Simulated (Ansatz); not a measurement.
## Property card for TaGeO

TaGeO:
Space group P4/nmm, origin choice 1 (No. 129); a = 3.3777 Å, b = 3.3777 Å, c = 6.8900 Å, α = 90.00°, β = 90.00°, γ = 90.00°

| atom | site | symmetry | x | y | z |
|---|---|---|---|---|---|
| Ta | 2c | 4mm | 0.5000 | 0.0000 | 0.3025 |
| Ge | 2a | -4m2 | 0.0000 | 0.0000 | 0.0000 |
| O | 2c | 4mm | 0.0000 | 0.5000 | 0.3972 |

Space group P4/nmm (No. 129); conventional cell a = b = 3.378 Å, c = 6.890 Å, α = β = γ = 90.00°.

Method: PBEsol (plane waves, PAW; program Ansatz). Structure relaxed to zero pressure with the same functional. Other levels are named where they apply.

### Cell and energy

```
Item                                                          Result
-----------------------------------------------------  -------------
Volume per atom                                             13.10 Å³
Density                                                  11.39 g/cm³
Formation energy from the elements (no fitted shifts)  -0.74 eV/atom
```

### Electronic structure

```
Quantity                                                                    Result
------------------------------------  --------------------------------------------
Electronic character                                             metallic (no gap)
Density of states at the Fermi level  0.71 states/eV per atom (mean over ±0.08 eV)
Gap with spin–orbit coupling                                       none (metallic)
```

### Mechanics

```
Property                              Value
----------------------------------  -------
Bulk modulus (Birch–Murnaghan fit)  169 GPa
Pressure derivative B′                  5.2
```

### Phonons

```
Quantity                                                 Result
-----------------------------  --------------------------------
Highest zone-centre frequency                          462 cm⁻¹
Zone-centre stability          unstable, softest mode 195i cm⁻¹
```

The start of the workflow was typed in or built on a structure type; neither database checked (COD, Materials Project) lists it. Whether it is the stable phase at ambient conditions was not checked. Symmetry was held in the PBEsol relaxation. No spin polarisation was allowed. The volume moved by -20 % from the start of the relaxation. As this level gives no gap, phonon frequencies hold no LO–TO term and depend on the k-mesh and smearing (Fermi–Dirac, 0.1 eV here). The references are the lowest solids computed at this level, not always the standard phases (solids in place of the gases). Scalar-relativistic: spin–orbit coupling is off unless named, which matters more the heavier the elements.

Potentials: the earlier of the program's two PAW sets. The files were generated under PBE; for other functionals the program regenerates the frozen cores, and for LDA and PBEsol the local potential too.
